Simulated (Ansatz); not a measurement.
KAgCl2 as one 4-atom ordering (R-3m) on the rocksalt lattice, relaxed with r2SCAN: 3 runs in the plane-wave code Ansatz, each a calculation of independent-particle optics. It is trigonal, R-3m (No. 166); a = 4.196 Å, c = 20.015 Å in the conventional setting, 25.44 Å³ an atom. K has 6 Cl at 3.08 Å; Ag has 6 Cl at 2.82 Å; Cl has 3 Ag at 2.82 Å and 3 K at 3.08 Å. (Calculated; spin-unpolarised; the phase may be known or hypothetical.)

```
K Ag Cl
1.0
     2.09824    1.21142    6.67169
    -2.09824    1.21142    6.67169
     0.00000   -2.42284    6.67169
K Ag Cl
1 1 2
Direct
  0.00000 0.00000 0.00000
  0.50000 0.50000 0.50000
  0.23835 0.23835 0.23835
  0.76165 0.76165 0.76165
```

On meshes this coarse, single peaks can be features of the mesh. No local fields, no excitons; the zone sum runs over the cells of the mesh, and ε∞ includes the bands left out of the spectrum. Up to four peaks are listed, those above 15 % of the tallest and inside the complete range; the four can differ from row to row.

| functional | k mesh | broadening (eV) | scissors (eV) | range (eV) | direct gap on the mesh before scissors (eV) | ε∞ xx | ε∞ yy | ε∞ zz | complete up to (eV) | tallest peaks of mean ε₂ (eV) |
| --- | --- | --- | --- | --- | --- | --- | --- | --- | --- | --- |
| PBE | 6×6×6 | 0.1 | 0.00 | 0–15 | 2.69 | 3.63 | 3.63 | 3.47 | 15.0 | 5.85 6.85 8.65 9.40 |
| r2SCAN | 6×6×6 | 0.1 | 0.00 | 0–15 | 3.23 | 3.33 | 3.33 | 3.20 | 15.0 | 6.35 7.45 9.35 10.05 |

Problem. Estimate from these rows what the further settings give.
```tsv
functional	k mesh	broadening (eV)	scissors (eV)	range (eV)
PBE	6×6×6	0.1	1.54 (to HSE06)	0–15
```

Solution.
```tsv
functional	k mesh	broadening (eV)	scissors (eV)	range (eV)	direct gap on the mesh before scissors (eV)	ε∞ xx	ε∞ yy	ε∞ zz	complete up to (eV)	tallest peaks of mean ε₂ (eV)
PBE	6×6×6	0.1	1.54 (to HSE06)	0–15	2.69	3.23	3.23	3.11	15.0	7.40 8.40 10.20 10.95
```

The fundamental gap is indirect (2.58 eV with PBE on 6×6×6); the table holds the direct one. The two differ by only 0.11 eV.

Spin-orbit coupling is left out.
